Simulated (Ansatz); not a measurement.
YAu2:
```xyz
3
Lattice="-1.8624 1.8624 4.5112 1.8624 -1.8624 4.5112 1.8624 1.8624 -4.5112" Properties=species:S:1:pos:R:3 pbc="T T T"
Y      0.0000     0.0000     0.0000
Au     0.0000     0.0000     6.0027
Au     0.0000     0.0000     3.0198
```

Relaxed with r²SCAN. Special points in fractions of this cell's reciprocal vectors: Γ (0.000, 0.000, 0.000); X (0.000, 0.000, 0.500); P (0.250, 0.250, 0.250); N (0.000, 0.500, 0.000); M (0.500, 0.500, -0.500); S (0.293, 0.707, -0.293); S0 (-0.293, 0.293, 0.293); R (-0.085, 0.085, 0.500); G (0.500, 0.500, -0.085).

**Question.** List the band energies nearest the Fermi level at these points for the program Ansatz at the r²SCAN level (PAW).

**Answer.** In eV from the Fermi level; about four levels below and three above (degenerate sets whole), none deeper than 8.9 eV; points with the same levels are listed once.

| k | below | above |
|---|---|---|
| Γ | -4.65 -4.65 -3.70 -1.04 | 1.49 1.65 1.79 1.79 |
| X | -3.92 -3.19 -1.31 -0.56 | 0.60 1.72 2.35 |
| P | -3.96 -3.13 -1.05 -1.05 | 0.01 3.48 3.48 |
| N | -4.23 -3.56 -3.49 -2.84 | 0.67 0.78 2.51 |
| M | -4.12 -4.12 -4.01 -3.22 | 1.50 3.64 3.68 3.68 |
| S | -3.59 -3.09 -2.77 -1.55 | 1.98 2.39 2.55 |
| R | -3.90 -3.21 -2.12 -0.29 | 1.74 1.94 2.45 |

Space group I4/mmm (MoSi2 or CaC2 type). The first step of the workflow began from a Materials Project structure, measured or hypothetical; the Crystallography Open Database copy checked does not list it. With Y and Au taken as one species the cell has the higher symmetry I4/mmm, so it may be an ordered model of a mixed-site phase. Its standing as an ambient phase is unchecked. The r²SCAN relaxation kept the symmetry of its start; its stability against distortions is not shown here. No spin polarisation was allowed. Scalar-relativistic: spin–orbit coupling is off unless named, which matters more the heavier the elements.

Potentials: the later of the program's two PAW sets.
